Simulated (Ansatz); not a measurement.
VN₂: energy along a strain

VN₂, I4/mcm, a = 4.261 Å, c = 4.911 Å. The structure is a COD entry; whether it is the stable form wasn't checked. Ansatz: PBEsol, PAW, 420 eV, Γ-centred 16×16×16 mesh on 6 atoms, Gaussian smearing 0.15 eV; no spin polarisation. Cell vectors (Å): -2.130 2.130 2.455; 2.130 -2.130 2.455; 2.130 2.130 -2.455. The cell is strained by x per cent times the pattern (1 -1 0 0 0 0) in the order xx yy zz yz xz xy (engineering shears), with fractional coordinates held. y is the free energy over the start, V0 = 7.428 Å³/atom. Symmetry makes y even in x.

```
x (%) y (meV/atom)
-2.00             ?
-1.00          2.35
 0.00          0.00
 0.25          0.15
 0.50          0.59
 0.75          1.32
 1.25          3.66
 1.50          5.27
 1.75          7.18
```

Q: Fit y = c2 x² + c4 x⁴ to the other rows, get the stiffness along the pattern, and predict the missing energy.

A: Least squares on the rows shown. y = 2.345 x² − 0.0005363 x⁴. The clamped-ion stiffness p·C·p = 2 × 23.45 eV × 160.2 / 7.428 Å³ = 1011 GPa. At x = -2.00 the fit asked for gives 9.37 meV/atom. The run gave 9.37 meV/atom, the same to the digits shown.

Cost: 9 runs of about 2.9 core-minutes in all, on Intel Xeon 6975P-C (Granite Rapids) (shared hosts).